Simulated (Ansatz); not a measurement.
Values for one crystal, relaxed and computed with PBEsol (plane waves, PAW; program Ansatz); other levels are named.

- Volume per atom: 14.67 Å³
- Electronic character: metallic (no gap)
- Formation energy from the elements (no fitted shifts): -0.75 eV/atom
- Hill bulk and shear moduli: 139 and 105 GPa
- Poisson's ratio: 0.20
- Mechanical stability: stable (all eigenvalues of C positive)
- Highest zone-centre frequency: 649 cm⁻¹

### Question
Which of these materials gives this?
A. TaSe2, P6_3/mmc (Ta on 2c, Se on 4f)
B. TiC, P6_3/mmc (Ti on 2c, C on 2d)
C. Ti2InC, P6_3/mmc (Ti on 4f, In on 2d, C on 2a)
D. SiNi2, P6_3/mmc (Si on 2d, Ni on 2c, Ni on 2a)

### Answer
C, Ti2InC, P6_3/mmc (Ti on 4f, In on 2d, C on 2a)

The first step of the workflow began from a Materials Project structure, measured or hypothetical; the Crystallography Open Database copy checked does not list it. Whether it is the stable phase at ambient conditions was not checked. The cell was relaxed with PBEsol under the symmetry of its start; whether a distortion lowers the energy is not shown. The run is not spin-polarised. As this level gives no gap, shear constants depend on the k-mesh and smearing (Fermi–Dirac, 0.1 eV here). As this level gives no gap, phonon frequencies hold no LO–TO term and depend on the k-mesh and smearing (Fermi–Dirac, 0.1 eV here). The references are the lowest solids computed at this level, not always the standard phases. Scalar-relativistic: spin–orbit coupling is off unless named, which matters more the heavier the elements.

Potentials: the later of the program's two PAW sets.
